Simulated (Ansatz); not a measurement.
Input:

Ge:
```yaml
crystal:
  lattice:
    - [-5.31619, 5.31619, 5.31619]
    - [5.31619, -5.31619, 5.31619]
    - [5.31619, 5.31619, -5.31619]
  atoms:
    - { symbol: Ge, position: [0.00000, 0.00000, 0.00000] }
    - { symbol: Ge, position: [0.27096, 0.27096, 0.27096] }
    - { symbol: Ge, position: [0.00000, 0.00000, 0.72904] }
    - { symbol: Ge, position: [0.00000, 0.72904, 0.00000] }
    - { symbol: Ge, position: [0.72904, 0.00000, 0.00000] }
    - { symbol: Ge, position: [0.50000, 0.25000, 0.75000] }
    - { symbol: Ge, position: [0.50000, 0.75000, 0.25000] }
    - { symbol: Ge, position: [0.75000, 0.50000, 0.25000] }
    - { symbol: Ge, position: [0.25000, 0.50000, 0.75000] }
    - { symbol: Ge, position: [0.25000, 0.75000, 0.50000] }
    - { symbol: Ge, position: [0.75000, 0.25000, 0.50000] }
    - { symbol: Ge, position: [0.44060, 0.44060, 0.16905] }
    - { symbol: Ge, position: [0.27155, 0.27155, 0.83095] }
    - { symbol: Ge, position: [0.72845, 0.55940, 0.00000] }
    - { symbol: Ge, position: [0.55940, 0.72845, 0.00000] }
    - { symbol: Ge, position: [0.16905, 0.44060, 0.44060] }
    - { symbol: Ge, position: [0.83095, 0.27155, 0.27155] }
    - { symbol: Ge, position: [0.00000, 0.72845, 0.55940] }
    - { symbol: Ge, position: [0.00000, 0.55940, 0.72845] }
    - { symbol: Ge, position: [0.44060, 0.16905, 0.44060] }
    - { symbol: Ge, position: [0.27155, 0.83095, 0.27155] }
    - { symbol: Ge, position: [0.55940, 0.00000, 0.72845] }
    - { symbol: Ge, position: [0.72845, 0.00000, 0.55940] }
```

This is the PBE-relaxed structure.

Task: All from DFT-PBE in the program Ansatz with PAW potentials, unless another level is named. Predict the electron effective mass.

Result: 0.27 mₑ (isotropic).

Task: Give the hole effective mass.

Result: 0.13, 0.79, 3.3 mₑ (principal values).

Task: Predict the band gap.

Result: 0.88 eV (indirect).

Task: What about the smallest direct gap on the standard path?

Result: 1.01 eV.

Task: And the valence-band maximum?

Result: at N.

Task: Give the conduction-band minimum.

Result: at H.

Space group I-43m. The start of the workflow was typed in or built on a structure type; neither database checked (COD, Materials Project) lists it. It is not the phase usual at ambient conditions (space group No. 227). The PBE relaxation kept the symmetry of its start; its stability against distortions is not shown here. Scalar-relativistic: spin–orbit coupling is off unless named, which matters more the heavier the elements.

Potentials: the later of the program's two PAW sets.
